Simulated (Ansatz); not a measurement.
Relaxation of a relaxed SiW3 cell shaken by Gaussian noise of σ = 0.08 Å a coordinate; 8 atoms in the cell, which starts as P1 (No. 1), aP8; a = 4.7238 Å, b = c = 5.8023 Å, α = 120.00°, β = γ = 90.00°. Computed with r2SCAN (plane waves to 500 eV, PAW, scalar-relativistic; Ansatz, a quantum-chemistry and plane-wave program). Γ-centred k-mesh 5×5×5 on the run's cell (coarser than for final values), Fermi–Dirac smearing 0.05 eV. This is the first round of the run. 

The optimiser's lines from the output (shortened; P is positive under compression):

```
relax step   1: F+E_penalty+E_count = -63655.27776980 eV  Δ(F+E_penalty+E_count) = +0.000e0 eV  max|allowed force component| = 1.931e0 eV/Å  Δτ_max = 0.0000 Å  P = +3.758 GPa  Ω = 137.729 Å³  (10 SCF iters, dr2 threshold 1.00e-7 eV, accepted)
relax step   2: F+E_penalty+E_count = -63656.03473966 eV  Δ(F+E_penalty+E_count) = -7.570e-1 eV  max|allowed force component| = 1.326e0 eV/Å  Δτ_max = 0.1944 Å  P = +0.964 GPa  Ω = 137.068 Å³  (10 SCF iters, dr2 threshold 8.00e-7 eV, accepted)
relax step   3: F+E_penalty+E_count = -63656.14463600 eV  Δ(F+E_penalty+E_count) = -1.099e-1 eV  max|allowed force component| = 1.980e-1 eV/Å  Δτ_max = 0.0812 Å  P = -0.876 GPa  Ω = 137.868 Å³  (8 SCF iters, dr2 threshold 8.00e-7 eV, accepted)
relax step   4: F+E_penalty+E_count = -63656.22385163 eV  Δ(F+E_penalty+E_count) = -7.922e-2 eV  max|allowed force component| = 4.185e-1 eV/Å  Δτ_max = 0.0887 Å  P = +2.088 GPa  Ω = 135.544 Å³  (8 SCF iters, dr2 threshold 8.00e-7 eV, accepted)
relax step   5: F+E_penalty+E_count = -63656.62882164 eV  Δ(F+E_penalty+E_count) = -4.050e-1 eV  max|allowed force component| = 1.226e0 eV/Å  Δτ_max = 0.1951 Å  P = +3.915 GPa  Ω = 131.491 Å³  (10 SCF iters, dr2 threshold 8.00e-7 eV, accepted)
relax step   6: F+E_penalty+E_count = -63657.47972812 eV  Δ(F+E_penalty+E_count) = -8.509e-1 eV  max|allowed force component| = 2.016e0 eV/Å  Δτ_max = 0.1954 Å  P = +3.005 GPa  Ω = 127.529 Å³  (9 SCF iters, dr2 threshold 8.00e-7 eV, accepted)
relax step   7: F+E_penalty+E_count = -63658.61200219 eV  Δ(F+E_penalty+E_count) = -1.132e0 eV  max|allowed force component| = 2.093e0 eV/Å  Δτ_max = 0.1947 Å  P = +2.744 GPa  Ω = 123.540 Å³  (9 SCF iters, dr2 threshold 8.00e-7 eV, accepted)
relax step   8: F+E_penalty+E_count = -63659.39000861 eV  Δ(F+E_penalty+E_count) = -7.780e-1 eV  max|allowed force component| = 1.583e0 eV/Å  Δτ_max = 0.1948 Å  P = +5.237 GPa  Ω = 120.026 Å³  (8 SCF iters, dr2 threshold 8.00e-7 eV, accepted)
relax step   9: F+E_penalty+E_count = -63659.99910071 eV  Δ(F+E_penalty+E_count) = -6.091e-1 eV  max|allowed force component| = 7.989e-1 eV/Å  Δτ_max = 0.1436 Å  P = +7.709 GPa  Ω = 117.929 Å³  (8 SCF iters, dr2 threshold 8.00e-7 eV, accepted)
relax step  10: F+E_penalty+E_count = -63659.89992999 eV  Δ(F+E_penalty+E_count) = +9.917e-2 eV  max|allowed force component| = 1.829e0 eV/Å  Δτ_max = 0.1482 Å  P = -1.476 GPa  Ω = 122.009 Å³  (9 SCF iters, dr2 threshold 8.00e-7 eV, rejected (line search))
relax step  11: F+E_penalty+E_count = -63660.35590722 eV  Δ(F+E_penalty+E_count) = -3.568e-1 eV  max|allowed force component| = 4.938e-1 eV/Å  Δτ_max = 0.0839 Å  P = +4.939 GPa  Ω = 118.525 Å³  (13 SCF iters, accepted)
relax step  12: F+E_penalty+E_count = -63660.51915549 eV  Δ(F+E_penalty+E_count) = -1.632e-1 eV  max|allowed force component| = 1.908e-1 eV/Å  Δτ_max = 0.0635 Å  P = +1.921 GPa  Ω = 119.638 Å³  (7 SCF iters, dr2 threshold 8.00e-7 eV, accepted)
relax step  13: F+E_penalty+E_count = -63660.53584412 eV  Δ(F+E_penalty+E_count) = -1.669e-2 eV  max|allowed force component| = 3.132e-2 eV/Å  Δτ_max = 0.0179 Å  P = -0.182 GPa  Ω = 120.434 Å³  (6 SCF iters, dr2 threshold 8.00e-7 eV, accepted)
relax step  14: F+E_penalty+E_count = -63660.53618191 eV  Δ(F+E_penalty+E_count) = -3.378e-4 eV  max|allowed force component| = 2.740e-3 eV/Å  Δτ_max = 0.0039 Å  P = +0.003 GPa  Ω = 120.363 Å³  (5 SCF iters, dr2 threshold 2.28e-7 eV, accepted)
relax step  15: F+E_penalty+E_count = -63660.53618591 eV  Δ(F+E_penalty+E_count) = -4.006e-6 eV  max|allowed force component| = 1.327e-3 eV/Å  Δτ_max = 0.0003 Å  P = +0.013 GPa  Ω = 120.359 Å³  (6 SCF iters, dr2 threshold 1.18e-9 eV, accepted)
relax step  16: F+E_penalty+E_count = -63660.52974125 eV  Δ(F+E_penalty+E_count) = +6.445e-3 eV  max|allowed force component| = 1.476e-3 eV/Å  Δτ_max = 0.0000 Å  P = -0.011 GPa  Ω = 120.359 Å³  stress off target by 1.83e-2 GPa  SCF on the basis re-selected at this cell (its energy is not comparable with the rows above)  (7 SCF iters)
```

From the first to the last row the energy changes by -0.66 eV/atom and the volume by -12.6 %. The last row is marked as not comparable with the walk above it, whose basis was carried along; it does compare with step 1, since both stand on a basis selected at the nominal cutoff for their own cell.

Step 10 was rejected by the optimiser.

Later rounds, restarted from the end of this one on a renewed k-mesh, logged 6 more steps and released under 0.01 eV/atom more. The final structure after all rounds: P6₃/mmc (No. 194), hP8, AFLOW prototype A3B_hP8_194_h_c (D0_19, as in Ni3Sn); a = b = 5.4703 Å, c = 4.6473 Å, α = β = 90.00°, γ = 120.00°. Between re-selections the logged energies stand on a plane-wave basis carried along with the cell. No spin polarisation in the result.

The relaxed structure here is a generated cell of SiW3: the first start was made by placing the elements on the sites of a structure type, and the end was not matched to a known phase here, so it may be hypothetical.
